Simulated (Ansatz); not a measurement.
VO2 (rutile, P4_2/mnm) at seven volumes, DFT-PBE in the program Ansatz with PAW potentials, shape and atoms relaxed at each. One row is withheld.

| V (Å³/atom) | P (GPa) |
|---|---|
| 9.047 | 26.91 |
| 9.346 | 16.37 |
| 9.644 | 7.45 |
| 9.942 | -0.01 |
| 10.240 | ? |
| 10.539 | -11.09 |
| 10.837 | -14.77 |

Task: Fit the shown pressures and predict the withheld one.

Result: P = (3/2)B₀(x^(7/2) − x^(5/2))[1 + (3/4)(B′ − 4)(x − 1)] with x = (V₀/V)^(2/3). Least squares on the six rows gives V₀ = 9.945 Å³/atom, B₀ = 220 GPa, B′ = 5.48. At V = 10.240, x = 0.9807 and P = -5.94 GPa. The run itself gave -6.16 GPa.

This is a known high-temperature phase of the composition, computed here at zero pressure and temperature. Symmetry was held in the PBE relaxation; whether a distortion lowers the energy is not shown. Magnetic state: ferromagnetic, chosen from 5 collinear starts compared on coarse meshes (ties went to the first, and starts can fall back to one state), not a proven ground state. No Hubbard U is applied.

Potentials: the earlier of the program's two PAW sets.
